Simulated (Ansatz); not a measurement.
## Moving the pressure in TaAs

The cell as given:

The structure is tetragonal, space group I4_1md (No. 109). Conventional cell: a = 3.444 Å, b = 3.444 Å, c = 11.736 Å, α = 90.00°, β = 90.00°, γ = 90.00°. Around Ta (site symmetry 2mm) lie 6 As at 2.61 to 2.62 Å. Around As (site symmetry 2mm) lie 6 Ta at 2.61 to 2.62 Å.

The cell is a database's computed one, not the measured one.

Kept alike: task relaxation of cell and atoms; functional PBEsol; k mesh 11 × 11 × 11; occupations fermi-dirac, width 0.05 eV; no spin polarisation. Program: Ansatz, all-electron LAPW, scalar-relativistic. The mesh is that of the run's cell of 4 atoms. No spin-orbit coupling.

```csv
"pressure, P (GPa)",volume (Å³/atom)
0,17.025
5,?
10,16.226
20,15.585
30,15.050
```

The relaxations keep at least the cell's symmetry (I4_1md). The runs follow the start's structure, whether or not it is the stable one at these pressures. P is the pressure aimed at, which the runs meet within some hundredths to tenths of a GPa.

Q: Fit the rows shown and predict the run at 5 GPa.

A: Murnaghan's form V = V0 (1 + B′P/B0)^(-1/B′) through the rows shown has V0 = 17.0248, B0 = 189.2 GPa and B′ = 3.92 (largest miss 0.0012); at P = 5 it gives 16.602 Å³/atom. The run gave: volume 16.601 Å³/atom.
